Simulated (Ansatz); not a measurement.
This cell of GaN (rock salt) is off equilibrium:

```yaml
crystal:
  lattice:
    - [0.00000, 2.09913, 2.09913]
    - [2.09913, 0.00000, 2.09913]
    - [2.09913, 2.09913, 0.00000]
  atoms:
    - { symbol: Ga, position: [0.00000, 0.00000, 0.00000] }
    - { symbol: N, position: [0.50000, 0.50000, 0.50000] }
```

Level of theory: PBEsol (plane waves to 420 eV, PAW, scalar-relativistic; Ansatz, an electronic-structure program). k mesh 13×13×13 (Γ-centred), Fermi-Dirac smearing 0.05 eV. Energies are smeared free energies. Stress and pressure are positive under compression. GaN was relaxed with its symmetry unable to fall. This is one of several known forms of GaN; the measured ambient cells at hand have space group No. 186 or 216.

Q: What is the stress tensor (GPa)?

A: 
```
    3.6      0.0      0.0
    0.0      3.6      0.0
    0.0      0.0      3.6
```
The pressure, a third of the trace, is 3.6 GPa.

Q: It is the relaxed cell scaled evenly to V/V₀ = 0.985, atoms relaxed where free. What is its energy relative to the relaxed cell?

A: 1.6 meV/atom.

(A scan under strain: stresses follow from slopes of the energy per volume, elastic moduli from its curvatures.)
